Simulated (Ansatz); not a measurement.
Cr (β-Sn type, I4_1/amd) at seven volumes, r²SCAN in the plane-wave PAW code Ansatz, shape and atoms relaxed at each. One row is withheld.

```json
[
 {"V (Å³/atom)": "10.977", "P (GPa)": "?"},
 {"V (Å³/atom)": "11.339", "P (GPa)": "15.42"},
 {"V (Å³/atom)": "11.700", "P (GPa)": "7.13"},
 {"V (Å³/atom)": "12.062", "P (GPa)": "0.00"},
 {"V (Å³/atom)": "12.424", "P (GPa)": "-6.12"},
 {"V (Å³/atom)": "12.786", "P (GPa)": "-11.39"},
 {"V (Å³/atom)": "13.148", "P (GPa)": "-15.92"}
]
```

Q: Fit the shown pressures and predict the withheld one.

A: P = (3/2)B₀(x^(7/2) − x^(5/2))[1 + (3/4)(B′ − 4)(x − 1)] with x = (V₀/V)^(2/3). Least squares on the six rows gives V₀ = 12.062 Å³/atom, B₀ = 220 GPa, B′ = 4.06. At V = 10.977, x = 1.0649 and P = 25.12 GPa. The run itself gave 25.06 GPa.

A made-up cell: these elements were put on the sites of a structure type; neither database checked (COD, Materials Project) lists it. It is not the phase usual at ambient conditions (space group No. 229). Symmetry was held in the r²SCAN relaxation. At this level the phase is dynamically unstable (imaginary phonons). The workflow began spin-polarised and lost its moments.

Potentials: the later of the program's two PAW sets.
